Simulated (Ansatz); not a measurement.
Values for one crystal, relaxed and computed with plane-wave PAW PBE (Ansatz code); other levels are named.

| Quantity | Result |
|---|---|
| Volume per atom | 12.01 Å³ |
| Electronic character | metallic (no gap) |
| Pressure derivative B′ | 4.4 |
| Formation energy from the elements (no fitted shifts) | -0.53 eV/atom |
| Density of states at the Fermi level | 0.64 states/eV per atom (mean over ±0.08 eV) |
| Bulk modulus (Birch–Murnaghan fit) | 173 GPa |

### Question
Which compound is it?
A. AlV2C, P6_3/mmc (Al on 2c, V on 4f, C on 2a)
B. AlMo2C, P6_3/mmc (Al on 2d, Mo on 4f, C on 2a)
C. AlPd3N, anti-perovskite
D. LaC, rock salt

### Answer
A, AlV2C, P6_3/mmc (Al on 2c, V on 4f, C on 2a)

Symmetry was held in the PBE relaxation. The run is not spin-polarised. The references are the lowest solids computed at this level, not always the standard phases.

Potentials: the earlier of the program's two PAW sets.
